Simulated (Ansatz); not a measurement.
Sn (diamond)

```
Sn
1.0
    0.00000     3.32792     3.32792
    3.32792     0.00000     3.32792
    3.32792     3.32792     0.00000
Sn
2
Direct
  0.25000   0.25000   0.25000
  0.00000   0.00000   0.00000
```

Two coordinates are scanned: the volume, and the ratio of the stretch along z (the conventional c axis) to the stretch across it. Atoms keep their fractional coordinates.

Method: PBE (plane waves to 420 eV, PAW, scalar-relativistic; Ansatz, an electronic-structure program). k mesh 12×12×12 (Γ-centred), Fermi-Dirac smearing 0.05 eV. Compression counts positive. With partly filled bands, the response to shear is sensitive to the k mesh, so small differences along c/a are uncertain. Sn was relaxed with its symmetry unable to fall. The PAW data are Ansatz's earlier set. The relaxed volume of Sn is well above the measured one; the method has no dispersion term.

At one point of the scan the stress tensor (GPa) is:

```
    1.0      0.0      0.0
    0.0      1.0      0.0
    0.0      0.0      1.0
```

### Question
Which point is it?
A. V/V₀ = 1.000, (c/a)/(c/a)₀ = 1.027
B. V/V₀ = 1.000, (c/a)/(c/a)₀ = 0.973
C. V/V₀ = 0.960, (c/a)/(c/a)₀ = 1.027
D. V/V₀ = 0.973, (c/a)/(c/a)₀ = 1.000

### Answer
D, V/V₀ = 0.973, (c/a)/(c/a)₀ = 1.000

(Under strain, the slope of the energy per volume gives the stress and its curvature an elastic modulus.)
